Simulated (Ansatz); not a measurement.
Consider the following.

BaTiS3:
```cif
data_Ba6S18Ti6
_chemical_formula_sum 'Ba6 Ti6 S18'
_space_group_name_H-M_alt 'P63cm'
_space_group_IT_number 185
_space_group_name_Hall 'P 6c -2'
_cell_length_a 11.75689
_cell_length_b 11.75689
_cell_length_c 5.91270
_cell_angle_alpha 90.000
_cell_angle_beta 90.000
_cell_angle_gamma 120.000
loop_
_atom_site_label
_atom_site_type_symbol
_atom_site_symmetry_multiplicity
_atom_site_Wyckoff_symbol
_atom_site_fract_x
_atom_site_fract_y
_atom_site_fract_z
_atom_site_occupancy
Ba1 Ba 6 c 0.33533 0.33533 0.29340 1
Ti1 Ti 4 b 0.33333 0.66667 0.12866 1
Ti2 Ti 2 a 0.00000 0.00000 0.43144 1
S1 S 6 c 0.16452 0.16452 0.71284 1
S2 S 12 d 0.16998 0.50021 0.34509 1
```

This is the r²SCAN-relaxed structure.

Q: All from plane-wave PAW r²SCAN (Ansatz code), unless another level is named. Predict the electron effective mass.

A: 0.31, 0.31, 0.36 mₑ (principal values).

Q: Give the hole effective mass.

A: 2.1, 2.1, 2.4 mₑ (principal values).

Q: Give the band gap.

A: 0.41 eV (direct).

Q: Predict the weight of the conduction-edge state by species (Voronoi cells).

A: Ti 49 %, S 49 %, Ba 3 %.

Space group P6_3cm. The start of the workflow was typed in or built on a structure type; neither database checked (COD, Materials Project) lists it. COD files the formula under space group No. 194, so this cell is another polymorph or a model. Its standing as an ambient phase is unchecked. The r²SCAN relaxation kept the symmetry of its start; whether a distortion lowers the energy is not shown. The workflow began spin-polarised and lost its moments. Spin–orbit coupling is left out wherever it is not named.

Potentials: the later of the program's two PAW sets.
